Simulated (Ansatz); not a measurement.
The start is a generated trial cell of ZnO in the wurtzite structure type. Cell shape, volume and atoms are optimised at zero target pressure with PBEsol (plane waves to 420 eV, PAW, scalar-relativistic; Ansatz, an electronic-structure program). The first steps use a coarse 8×8×5 k-mesh.

The start:
```
CELL_PARAMETERS angstrom
      3.13752     0.00000     0.00000
     -1.56876     2.71717     0.00000
      0.00000     0.00000     5.13853
ATOMIC_POSITIONS crystal
  Zn 0.66667 0.33333 0.00000
  Zn 0.33333 0.66667 0.50000
  O  0.66667 0.33333 0.62520
  O  0.33333 0.66667 0.12520
```

```json
{
  "initial_pressure": "+12.3 GPa (positive: the cell is compressed)",
  "outcome": "The space group stays P6₃mc (No. 186) (the run could not lower it); the end is wurtzite type, with 4 atoms in the primitive cell",
  "Shortest distances (start → end)": "The closest pairs of elements (up to four, under 3.6 Å), start → end: O–Zn 1.92 → 1.97 Å; Zn–Zn 3.14 → 3.21 Å; O–O 3.14 → 3.21 Å",
  "optimiser_moves": "6"
}
```

Final values are on a 12×12×7 k-mesh of the relaxed cell. No spin polarisation in the result.

The run could not lose the symmetry of its start.
